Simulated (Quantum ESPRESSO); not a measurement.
# Se: field gradients at the nuclei

```
Se
1.0
    4.50482     0.00000     0.00000
   -2.25241     3.90129     0.00000
    0.00000     0.00000     4.97880
Se
3
Direct
  0.21789   0.00000   0.33333
  0.00000   0.21789   0.66667
  0.78211   0.78211   0.00000
```
Geometry: a computed entry of the Materials Project; it was not checked against measured cells. It is Se in P3₁21. Stability against distortions was not tested. Forces on the atoms reach 0.31 eV/Å at this level.

Convention: |Vzz| is the largest principal value, η_Q = (Vxx − Vyy)/Vzz, |C_Q| = |eQVzz/h|. Cores are frozen. Se had no test against all-electron runs.

Problem. What do the calculations give at each independent site (field gradients by a PBE PAW density (pw.x of a modified build of Quantum ESPRESSO, JTH datasets) with the all-electron reconstruction of Petrilli and co-workers, 20 Ha, k-mesh 6×6×5 through Γ)?

Solution. 
| site | site symmetry | Vzz (10²¹ V/m²) | η_Q | ∣C_Q∣ (MHz) |
|---|---|---|---|---|
| Se (atoms 1, 2, 3) | 2 | -52.75 | 0.34 | – |
